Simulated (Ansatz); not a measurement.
Computed with Ansatz, DFT PBE, scalar-relativistic, plane waves, PAW. Settings: cutoff 420 eV, Γ-centred meshes spaced at most about 0.3 Å⁻¹, and about 0.25 Å⁻¹ or finer for metals (2π included), Gaussian smearing. No spin polarisation in the final relaxations.

These are static total energies at zero pressure. All come from trial cells, and lower structures may exist.

Problem. Order these relaxed structures of Sr3HfBi by energy, lowest first, with the energy over the lowest of them.
A.

```
Sr Hf Bi
1.0
     6.54905   -2.03946    0.00000
     6.54905    2.03946    0.00000
    -5.92771    0.00000    7.27541
Sr Hf Bi
3 1 1
Cartesian
  6.7998 0.0000 6.7689
  9.2045 0.0000 1.4100
  5.7500 0.0000 3.3075
  2.2836 0.0000 4.5310
  -2.5267 0.0000 5.8088
```

B.

```
Sr Hf Bi
1.0
     6.99105    0.00000    0.00000
     1.28260    7.36009    0.00000
     2.47859    1.89952    7.69637
Sr Hf Bi
6 2 2
Direct
  0.94458 0.95709 0.52829
  0.96474 0.92684 0.01959
  0.38389 0.16991 0.61734
  0.38958 0.21144 0.09842
  0.83590 0.46711 0.67407
  0.82323 0.44806 0.18617
  0.29711 0.62955 0.70698
  0.29236 0.62463 0.33134
  0.47974 0.73996 0.94764
  0.58886 0.82543 0.39015
```

Solution. B (0 meV/atom), A (26 meV/atom). Forms: B P1; A Cm. Counting all near atoms (those within 1.25 times the shortest distance at each site; a plus sign parts nearer from farther groups; a slash parts the counts of unlike sites): B has Sr 10/12/13/14, Hf 3+3/3+4, Bi 2+4/2+6; A has Sr 13, Hf 2+3, Bi 2+6.

Spin–orbit coupling, which can matter for Bi and Hf, is left out. A magnetic state wasn't ruled out in cells without spin, among them P1, Cm. Cells relaxed within their symmetry can be saddle points. The P1 cell of Sr3HfBi came from shaking the Cm one. Some types were kept out of the candidates beforehand, so the set may lack a known form.
